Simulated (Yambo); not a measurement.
G0W0@LDA for CsHF$_{2}$ (space group I4/mcm, No. 140) in Yambo. Reference settings: 2×2×2 Γ-centred k mesh, 207 bands and a 7 Ry block in the screening, 207 bands in G with the Bruneval-Gonze terminator, plasmon pole fitted at 27.2 eV. The LDA gap Γ → Γ on this mesh is 6.30 eV; G0W0 gaps are taken between the same points.

```tsv
change from the reference	G0W0 gap Γ → Γ (eV)	shift of the valence edge (eV)
reference settings	10.20	-2.48
78 bands in W, 78 bands in G, 4 Ry block	10.68	-2.66
6 Ry block	10.21	-2.50
161 bands in W, 161 bands in G, 2 Ry block	10.81	-3.15
no terminator	10.09	-2.29
wavefunctions cut at 50 Ry	10.20	-2.48
1×1×1 mesh	9.94	-2.24
78 bands in W, 78 bands in G, 6 Ry block	…	-2.43
```

Question: Estimate the withheld gaps from the other rows; the computed values follow.

Answer: 
- 78 bands in W, 78 bands in G, 6 Ry block, G0W0 gap Γ → Γ (eV): 10.49

The reference isn't shown to be the converged limit.

Geometry of the Materials Project entry, not relaxed at this level; primitive cell a = 5.814 Å, b = 5.814 Å, c = 5.814 Å, α = 116.57°, β = 116.57°, γ = 96.04°.

The structure is a Materials Project entry; no match was found in the copy of COD used, and its stability was not checked.

A shift is the quasiparticle energy of the state minus its LDA energy.
